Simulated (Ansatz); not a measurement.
NaF (rock salt, space group No. 225), the program Ansatz at the PBE level (PAW): ε∞ = 1.86, cell volume 25.97 Å³. Infrared-active transverse modes:

| ω_TO (cm⁻¹) | oscillator strength S_xx (e²/amu) |
|---|---|
| 223.9 | 0.09975 |

Problem. Compute the static dielectric constant.

Solution. Each mode adds (4.921e7/V) S/ω²: 3.77. So ε0 = 5.63.

Problem. What LO frequency does the Lyddane–Sachs–Teller relation give?

Solution. ω_LO = ω_TO √(ε0/ε∞) = 389 cm⁻¹.

Space group Fm-3m (rock salt). The cell was relaxed with PBE under the symmetry of its start; phonons on a q-mesh show no instability.

Potentials: the later of the program's two PAW sets.
